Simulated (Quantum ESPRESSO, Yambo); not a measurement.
Quasiparticle gap of Rb₃CoF₆

Rb3CoF6 is taken in the cubic space group Fm-3m (No. 225), Pearson symbol cF40. Lattice parameters: a = b = c = 8.8653 Å, α = β = γ = 90.00°. F on 24e has 1 Co at 1.845 Å and 1 Rb at 2.588 Å and 4 Rb at 3.156 Å (octahedral). Co on 4a is surrounded by 6 F at 1.845 Å (octahedral). Rb1 on 8c sees 12 F at 3.156 Å. Rb2 on 4b is coordinated by 6 F at 2.588 Å (octahedral). (Neighbours: up to the widest gap in distance over summed covalent radii, below 1.35, at either atom; cation-cation contacts left out.)
(The calculation used a cell of 10 atoms; values per cell refer to that cell.)

The geometry is that of Materials Project entry mp-1113630, symmetrised and not relaxed again.

Starting point: norm-conserving PBEsol (Quantum ESPRESSO, 96 Ry, without SOC). G0W0 in Yambo: 2×2×2 Γ-centred k mesh, bands 5 to 333 and a 8 Ry block in the screening, 333 bands in G with the Bruneval-Gonze terminator, plasmon pole fitted at 27.2 eV.

```yaml
PBEsol gap along the band path: 1.32 eV
PBEsol gap between the mesh's edge points (X → X): 1.32 eV
G0W0 gap between the same points: 4.97 eV
```

| k point | band | E PBEsol (eV) | E QP (eV) | shift (eV) | Z |
|---|---|---|---|---|---|
| Γ | VB | -0.07 | -1.37 | -1.30 | 0.75 |
| Γ | CB | 1.37 | 3.75 | 2.38 | 0.76 |
| L | VB | -0.03 | -1.33 | -1.30 | 0.75 |
| L | CB | 1.55 | 3.92 | 2.37 | 0.76 |
| X | VB | 0.00 | -1.30 | -1.30 | 0.75 |
| X | CB | 1.32 | 3.67 | 2.35 | 0.76 |

Energies count from the PBEsol valence-band maximum.

Nearest settings tried, and what they do to the gap: 217 bands in G: -5 meV; 129 bands in W, 129 bands in G: +34 meV; 7 Ry block (387 vectors against 531): +94 meV. Not varied: mesh. So the settings aren't converged at that level. The k mesh is coarse.

The 3d shell has no Hubbard U; the runs are without spin polarisation, and magnetic order was not tried.

The structure is a Materials Project entry; no match was found in the copy of COD used, and its stability was not checked.
